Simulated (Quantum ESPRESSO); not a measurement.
# Ge2AlN3O: one run as intended and one with a planted mistake

Computed values, not a measurement. The program is pw.x of Quantum ESPRESSO 7.5 (plane-wave density functional theory). The cell is made up: 7 atoms on a wurtzite lattice with one site empty, with randomly drawn elements, strain and displacements, not relaxed. PseudoDojo standard norm-conserving files (v0.5 for PBE, v0.4.1 for LDA and PBEsol) set the functional; there is no spin polarisation, spin-orbit coupling or dispersion term, and the masses in the input are unused placeholders.

Intended input:

```
&control calculation='scf', pseudo_dir='./dojo.nc.sr.pbe.v0_5.standard.upf', outdir='./o', disk_io='medium', tprnfor=.true., tstress=.true. /
&system ibrav=0, nat=7, ntyp=4, nbnd=32, ecutwfc=84.00895049, nosym=.true., tot_charge=0,
 occupations='smearing', smearing='fd', degauss=0.0018374661
/
&electrons conv_thr=7.350e-09, electron_maxstep=60, /
ATOMIC_SPECIES
Al 1.0 Al.upf
Ge 1.0 Ge.upf
N 1.0 N.upf
O 1.0 O.upf
CELL_PARAMETERS angstrom
3.1059 0.0 0.0
0.0 5.3796 0.0
0.0 0.0 5.072
ATOMIC_POSITIONS angstrom
Ge -0.0185 0.061 -0.0508
Al 1.4875 0.8707 2.4814
Ge -0.0119 3.6059 2.5976
N 0.0815 0.0122 1.9001
N 1.5144 2.7039 1.8724
N 1.5391 0.9285 4.4464
O 0.0414 3.6188 4.4077
K_POINTS automatic
6 4 4 1 1 1
```

The log is shortened where brackets say so; the opening notice, blank lines, dates and the lines on written files are dropped, and the path of the files is cut. It prints rydbergs, bohrs and kilobars, and counts compression as positive stress. Where no state is partly filled, the Fermi energy that it prints is only some level between the filled and the empty states on the mesh, and need not lie in the true gap.

Log of the intended run:

```
     Program PWSCF v.7.5
     Parallel version (MPI & OpenMP), running on       1 processor cores
     Number of MPI processes:                 1
     Threads/MPI process:                     1
     [start-up lines left out]
     bravais-lattice index     =            0
     lattice parameter (alat)  =       5.8693  a.u.
     unit-cell volume          =     571.8910 (a.u.)^3
     number of atoms/cell      =            7
     number of atomic types    =            4
     number of electrons       =        52.00
     number of Kohn-Sham states=           32
     kinetic-energy cutoff     =      84.0090  Ry
     charge density cutoff     =     336.0358  Ry
     scf convergence threshold =      7.3E-09
     mixing beta               =       0.7000
     number of iterations used =            8  plain     mixing
     Exchange-correlation= PBE
                           (   1   4   3   4   0   0   0)
     [axes and pseudopotential details left out]
   Cartesian axes
     site n.     atom                  positions (alat units)
         1        Ge     tau(   1) = (  -0.0059564   0.0196400  -0.0163560  )
         2        Al     tau(   2) = (   0.4789272   0.2803374   0.7989311  )
         3        Ge     tau(   3) = (  -0.0038314   1.1609839   0.8363437  )
         4        N      tau(   4) = (   0.0262404   0.0039280   0.6117711  )
         5        N      tau(   5) = (   0.4875881   0.8705689   0.6028526  )
         6        N      tau(   6) = (   0.4955407   0.2989472   1.4315979  )
         7        O      tau(   7) = (   0.0133295   1.1651373   1.4191378  )
     number of k points=    48  Fermi-Dirac smearing, width (Ry)=  0.0018
                       cart. coord. in units 2pi/alat
        k(    1) = (   0.0833333   0.0721685   0.0765452), wk =   0.0416667
        k(    2) = (   0.0833333   0.0721685   0.2296357), wk =   0.0416667
     [further k points left out]
     Dense  grid:    59499 G-vectors     FFT dimensions: (  36,  60,  60)
     Estimated max dynamical RAM per process >      73.68 MB
     Initial potential from superposition of free atoms
     starting charge      51.9959, renormalised to      52.0000
     Starting wfcs are   38 randomized atomic wfcs
     total cpu time spent up to now is        8.8 secs
     per-process dynamical memory:    48.1 Mb
     Self-consistent Calculation
     iteration #  1     ecut=    84.01 Ry     beta= 0.70
     Davidson diagonalization with overlap
     ethr =  1.00E-02,  avg # of iterations =  3.0
     total cpu time spent up to now is       28.9 secs
     total energy              =    -456.43344879 Ry
     estimated scf accuracy    <       1.97029160 Ry
     iteration #  2     ecut=    84.01 Ry     beta= 0.70
     Davidson diagonalization with overlap
     ethr =  3.79E-03,  avg # of iterations =  2.6
     total cpu time spent up to now is       43.3 secs
     total energy              =    -456.87906823 Ry
     estimated scf accuracy    <       2.42150325 Ry
     [iterations 3 to 11 left out]
     iteration # 12     ecut=    84.01 Ry     beta= 0.70
     Davidson diagonalization with overlap
     ethr =  1.35E-10,  avg # of iterations =  2.5
     total cpu time spent up to now is      192.9 secs
     total energy              =    -457.34660546 Ry
     estimated scf accuracy    <          8.1E-09 Ry
     iteration # 13     ecut=    84.01 Ry     beta= 0.70
     Davidson diagonalization with overlap
     ethr =  1.55E-11,  avg # of iterations =  2.0
     total cpu time spent up to now is      206.7 secs
     End of self-consistent calculation
     [lines on levels left out]
     the Fermi energy is     9.2934 ev
!    total energy              =    -457.34660546 Ry
     estimated scf accuracy    <          1.4E-09 Ry
     smearing contrib. (-TS)   =       0.00000000 Ry
     internal energy E=F+TS    =    -457.34660546 Ry
     The total energy is F=E-TS. E is the sum of the following terms:
     one-electron contribution =    -217.24620421 Ry
     hartree contribution      =     143.69574200 Ry
     xc contribution           =    -116.36292300 Ry
     ewald contribution        =    -267.43322025 Ry
     convergence has been achieved in  13 iterations
     Forces acting on atoms (cartesian axes, Ry/au):
     atom    1 type  2   force =     0.00916185   -0.04138217   -0.01759968
     atom    2 type  1   force =     0.10451322    0.12154575    0.05271921
     atom    3 type  2   force =    -0.00635980   -0.10076377   -0.03149962
     atom    4 type  3   force =    -0.11419060   -0.03535410   -0.03970229
     atom    5 type  3   force =     0.01425578    0.02109170    0.06939262
     atom    6 type  3   force =    -0.00043969   -0.05116554   -0.03142526
     atom    7 type  4   force =    -0.00694076    0.08602813   -0.00188498
     Total force =     0.272315     Total SCF correction =     0.000061
     Computing stress (Cartesian axis) and pressure
          total   stress  (Ry/bohr**3)                   (kbar)     P=      -22.50
  -0.00000630   0.00021591   0.00009627           -0.93       31.76       14.16
   0.00021591  -0.00025410  -0.00005260           31.76      -37.38       -7.74
   0.00009627  -0.00005260  -0.00019843           14.16       -7.74      -29.19
     init_run     :      7.03s CPU      8.75s WALL (       1 calls)
     electrons    :    182.10s CPU    197.83s WALL (       1 calls)
     forces       :      1.89s CPU      1.92s WALL (       1 calls)
     stress       :      6.22s CPU      6.27s WALL (       1 calls)
     [timing details left out]
     PWSCF        :   3m17.35s CPU   3m34.98s WALL
     JOB DONE.
```

A second run has one planted mistake: the cell and the positions are scaled by a wrong factor. The input lines that differ, file-writing options aside:

```
- 3.1059 0.0 0.0
+ 3.1435 0.0 0.0
- 0.0 5.3796 0.0
+ 0.0 5.4447 0.0
- 0.0 0.0 5.072
+ 0.0 0.0 5.1334
- Ge -0.0185 0.061 -0.0508
+ Ge -0.0187 0.0617 -0.0514
- Al 1.4875 0.8707 2.4814
+ Al 1.5055 0.8812 2.5114
- Ge -0.0119 3.6059 2.5976
+ Ge -0.012 3.6495 2.629
- N 0.0815 0.0122 1.9001
+ N 0.0825 0.0123 1.9231
- N 1.5144 2.7039 1.8724
+ N 1.5327 2.7366 1.8951
- N 1.5391 0.9285 4.4464
+ N 1.5577 0.9397 4.5002
- O 0.0414 3.6188 4.4077
+ O 0.0419 3.6626 4.461
```

Its log:

```
     Program PWSCF v.7.5
     Parallel version (MPI & OpenMP), running on       1 processor cores
     Number of MPI processes:                 1
     Threads/MPI process:                     1
     [start-up lines left out]
     bravais-lattice index     =            0
     lattice parameter (alat)  =       5.9404  a.u.
     unit-cell volume          =     592.9105 (a.u.)^3
     number of atoms/cell      =            7
     number of atomic types    =            4
     number of electrons       =        52.00
     number of Kohn-Sham states=           32
     kinetic-energy cutoff     =      84.0090  Ry
     charge density cutoff     =     336.0358  Ry
     scf convergence threshold =      7.3E-09
     mixing beta               =       0.7000
     number of iterations used =            8  plain     mixing
     Exchange-correlation= PBE
                           (   1   4   3   4   0   0   0)
     [axes and pseudopotential details left out]
   Cartesian axes
     site n.     atom                  positions (alat units)
         1        Ge     tau(   1) = (  -0.0059488   0.0196278  -0.0163512  )
         2        Al     tau(   2) = (   0.4789248   0.2803245   0.7989184  )
         3        Ge     tau(   3) = (  -0.0038174   1.1609671   0.8363289  )
         4        N      tau(   4) = (   0.0262446   0.0039128   0.6117703  )
         5        N      tau(   5) = (   0.4875775   0.8705583   0.6028631  )
         6        N      tau(   6) = (   0.4955305   0.2989343   1.4315890  )
         7        O      tau(   7) = (   0.0133291   1.1651344   1.4191188  )
     number of k points=    48  Fermi-Dirac smearing, width (Ry)=  0.0018
                       cart. coord. in units 2pi/alat
        k(    1) = (   0.0833333   0.0721688   0.0765453), wk =   0.0416667
        k(    2) = (   0.0833333   0.0721688   0.2296358), wk =   0.0416667
     [further k points left out]
     Dense  grid:    61699 G-vectors     FFT dimensions: (  36,  64,  60)
     Estimated max dynamical RAM per process >      76.44 MB
     Initial potential from superposition of free atoms
     starting charge      51.9959, renormalised to      52.0000
     Starting wfcs are   38 randomized atomic wfcs
     total cpu time spent up to now is       10.6 secs
     per-process dynamical memory:    50.0 Mb
     Self-consistent Calculation
     iteration #  1     ecut=    84.01 Ry     beta= 0.70
     Davidson diagonalization with overlap
     ethr =  1.00E-02,  avg # of iterations =  3.0
     total cpu time spent up to now is       33.3 secs
     total energy              =    -456.42487602 Ry
     estimated scf accuracy    <       1.94972737 Ry
     iteration #  2     ecut=    84.01 Ry     beta= 0.70
     Davidson diagonalization with overlap
     ethr =  3.75E-03,  avg # of iterations =  2.7
     total cpu time spent up to now is       51.1 secs
     total energy              =    -456.84538769 Ry
     estimated scf accuracy    <       2.58076725 Ry
     [iterations 3 to 11 left out]
     iteration # 12     ecut=    84.01 Ry     beta= 0.70
     Davidson diagonalization with overlap
     ethr =  1.92E-10,  avg # of iterations =  3.1
     total cpu time spent up to now is      245.8 secs
     total energy              =    -457.33964419 Ry
     estimated scf accuracy    <       0.00000001 Ry
     iteration # 13     ecut=    84.01 Ry     beta= 0.70
     Davidson diagonalization with overlap
     ethr =  2.14E-11,  avg # of iterations =  2.0
     total cpu time spent up to now is      266.7 secs
     End of self-consistent calculation
     [lines on levels left out]
     the Fermi energy is     8.6367 ev
!    total energy              =    -457.33964419 Ry
     estimated scf accuracy    <          2.0E-09 Ry
     smearing contrib. (-TS)   =      -0.00000000 Ry
     internal energy E=F+TS    =    -457.33964419 Ry
     The total energy is F=E-TS. E is the sum of the following terms:
     one-electron contribution =    -222.18227596 Ry
     hartree contribution      =     145.27161932 Ry
     xc contribution           =    -116.19600013 Ry
     ewald contribution        =    -264.23298741 Ry
     convergence has been achieved in  13 iterations
     Forces acting on atoms (cartesian axes, Ry/au):
     atom    1 type  2   force =     0.00950515   -0.04096720   -0.02025654
     atom    2 type  1   force =     0.09414875    0.11259630    0.04920970
     atom    3 type  2   force =    -0.00388703   -0.09450819   -0.02400677
     atom    4 type  3   force =    -0.10424032   -0.03166784   -0.03614844
     atom    5 type  3   force =     0.01224718    0.02058333    0.07448995
     atom    6 type  3   force =    -0.00057552   -0.05762670   -0.02970380
     atom    7 type  4   force =    -0.00719821    0.09159031   -0.01358410
     Total force =     0.260370     Total SCF correction =     0.000106
     Computing stress (Cartesian axis) and pressure
          total   stress  (Ry/bohr**3)                   (kbar)     P=      -73.66
  -0.00039351   0.00018566   0.00007501          -57.89       27.31       11.04
   0.00018566  -0.00057054  -0.00005330           27.31      -83.93       -7.84
   0.00007501  -0.00005330  -0.00053820           11.04       -7.84      -79.17
     init_run     :      9.61s CPU     10.42s WALL (       1 calls)
     electrons    :    240.62s CPU    256.10s WALL (       1 calls)
     forces       :      2.59s CPU      2.64s WALL (       1 calls)
     stress       :     11.65s CPU     11.73s WALL (       1 calls)
     [timing details left out]
     PWSCF        :   4m24.73s CPU   4m41.30s WALL
     JOB DONE.
```

|  | intended run | run with the mistake |
| --- | --- | --- |
| free energy (eV) | -6222.518 | -6222.423 |
| smearing term -TS (eV) | 0.0000 | 0.0000 |
| pressure (GPa) | -2.25 | -7.37 |
| largest force component (eV/Å) | 3.125 | 2.895 |
| largest change of a force component (eV/Å) |  | 0.301 |
| iterations | 13 | 13 |

For scale, a rerun of the intended cell at 1437 eV and a 8 x 6 x 6 mesh moved values by no more than 0.002 eV in energy, 0.02 GPa in stress and 0.004 eV/Å in force.